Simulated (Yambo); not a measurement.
Yambo run on CsAgCl2 (space group P4/nmm, No. 129). The wavefunctions are LDA (pw.x of Quantum ESPRESSO, ONCV potentials, without SOC) ones on a 2×2×1 mesh (42 occupied bands); a = 5.0684 Å, b = 5.0684 Å, c = 9.8587 Å, α = 90.00°, β = 90.00°, γ = 90.00°.

Yambo input:

```
rim_cut
gw0
dyson
el_el_corr
HF_and_locXC
ppa
em1d
RandQpts= 1000000
RandGvec= 1 Ry
EXXRLvcs= 86 Ry
VXCRLvcs= 344 Ry
Chimod= "HARTREE"
% BndsRnXp
 9 | 465 |
%
NGsBlkXp= 8 Ry
% LongDrXp
 1.0 | 1.0 | 1.0 |
%
PPAPntXp= 27.2114 eV
% GbndRnge
 1 | 295 |
%
GTermKind= "BG"
DysSolver= "n"
ExtendOut
% QPkrange
 1 | 1 | 42 | 43 |
 3 | 3 | 42 | 42 |
%
```

k points by index: 1 = Γ, 3 = M.

The o-*.qp file then holds:

```
#    K-point    Band    Eo [eV]    E [eV]    E-Eo [eV]    Vxc [eV]    Vnlxc [eV]    Sc|Eo [eV]    Sc|E [eV]    dSc/dw|Eo [eV]    Re(Z)    Im(Z)
#
    1    42    -0.322240    -1.621498    -1.299258    -19.59886    -24.48556    3.256731    3.587441    -6.925609    0.797121    -0.001358
    1    43    1.940866    2.888388    0.947522    -10.61268    -5.920347    -3.559762    -3.744807    -5.313629    0.836628    -0.001112
    3    42    0.000000    -1.199934    -1.199934    -19.78304    -24.48091    3.186657    3.497943    -7.058391    0.794032    -0.001370
```
(The two width columns are left out.) Convergence of these settings isn't established.

Geometry of the Materials Project entry, not relaxed at this level.

The structure is a Materials Project entry; no match was found in the copy of COD used, and its stability was not checked.
